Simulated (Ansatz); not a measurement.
IrO$_{2}$:
```xyz
6
Lattice="4.4323 0.0000 0.0000 0.0000 4.4323 0.0000 0.0000 0.0000 3.1367" Properties=species:S:1:pos:R:3 pbc="T T T"
Ir     2.2162     2.2162     1.5683
Ir     0.0000     0.0000     0.0000
O      3.0621     3.0621     0.0000
O      1.3702     1.3702     0.0000
O      3.5864     0.8459     1.5683
O      0.8459     3.5864     1.5683
```

Relaxed with LDA. Special points in fractions of this cell's reciprocal vectors: Γ (0.000, 0.000, 0.000); X (0.000, 0.500, 0.000); M (0.500, 0.500, 0.000); Z (0.000, 0.000, 0.500); R (0.000, 0.500, 0.500); A (0.500, 0.500, 0.500).

Problem. List the band energies nearest the Fermi level at these points for plane-wave PAW LDA (Ansatz code).

Solution. In eV from the Fermi level; about four levels below and three above (degenerate sets whole), none deeper than 8.9 eV; points with the same levels are listed once.

```csv
k,below,above
Γ,-2.57 -2.57 -2.50 -2.44 -2.27,0.95 1.35 4.33
X,-1.36 -1.36 -0.31 -0.31,3.70 3.70 3.85 3.85
M,-2.59 -2.59 -2.52 -2.52,0.21 0.21 2.77 2.77
Z,-2.04 -2.04 -0.71 -0.71,0.29 0.29 2.39 2.39
R,-2.93 -2.93 -1.88 -1.88,0.59 0.59 1.30 1.30
A,-1.32 -1.32 -0.51 -0.51,2.34 2.34 3.39 3.39
```

Space group P4_2/mnm (rutile). The LDA relaxation kept the symmetry of its start. No spin polarisation was allowed. Scalar-relativistic: spin–orbit coupling is off unless named, which matters more the heavier the elements.

Potentials: the earlier of the program's two PAW sets. The files were generated under PBE; for other functionals the program regenerates the frozen cores, and for LDA and PBEsol the local potential too.
